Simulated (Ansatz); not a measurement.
InSb (zinc blende)

Space group F-43m (No. 216); a = b = c = 6.6350 Å, α = β = γ = 90.00°

```csv
atom,site,symmetry,x,y,z
Sb,4c,-43m,0.2500,0.2500,0.2500
In,4a,-43m,0.0000,0.0000,0.0000
```
(The calculation used a cell of 2 atoms; values per cell refer to that cell.)

The relaxed cell is deformed in two ways at once: its volume V is scaled, and at that volume it is stretched along z (the c axis of the conventional cell) so that c/a changes. Fractional atomic positions are held.

All values below come from PBE (plane waves to 420 eV, PAW, scalar-relativistic; Ansatz, a quantum-chemistry and plane-wave program). k mesh 12×12×12 (Γ-centred), Fermi-Dirac smearing 0.05 eV. The energy includes the smearing's −TS. Compression counts positive. With partly filled bands, the response to shear is sensitive to the k mesh, so small differences along c/a are uncertain. At this level the bands of InSb touch or barely overlap; measurements give the solid a gap. InSb was relaxed with its symmetry unable to fall. Spin-orbit coupling is left out, though Sb is heavy. The PAW data are Ansatz's earlier set. The zero of ΔE is the relaxed starting cell.

ΔE (kJ/mol of atoms), with V/V₀ across and (c/a)/(c/a)₀ down:

```tsv
(c/a)/(c/a)₀ \ V/V₀	0.960	0.980	1.000	1.020	1.040
0.880	3.2	2.8	2.7	2.9	3.4
0.940	1.4	0.8	0.7	0.9	1.3
1.000	0.7	0.2	0.0	0.2	0.6
1.060	1.4	0.9	0.7	0.9	1.3
1.120	3.4	2.9	2.8	3.0	3.5
```

σxx (GPa), with V/V₀ across and (c/a)/(c/a)₀ down:

```csv
(c/a)/(c/a)₀ \ V/V₀,0.960,0.980,1.000,1.020,1.040
0.880,0.6,-0.3,-1.0,-1.7,-2.3
0.940,1.1,0.3,-0.5,-1.2,-1.8
1.000,1.7,0.8,0.0,-0.7,-1.3
1.060,2.2,1.3,0.5,-0.1,-0.8
1.120,2.7,1.9,1.1,0.4,-0.2
```

Derived quantities:

The shear modulus C′ = (C11 − C12)/2 (fit, atoms clamped) comes out as 13 GPa. Lowest place on the grid: V/V₀ = 1.000, (c/a)/(c/a)₀ = 1.000 (0 meV/atom). Highest place on the grid: V/V₀ = 1.040, (c/a)/(c/a)₀ = 1.120 (36 meV/atom).

(A scan under strain: stresses follow from slopes of the energy per volume, elastic moduli from its curvatures.)
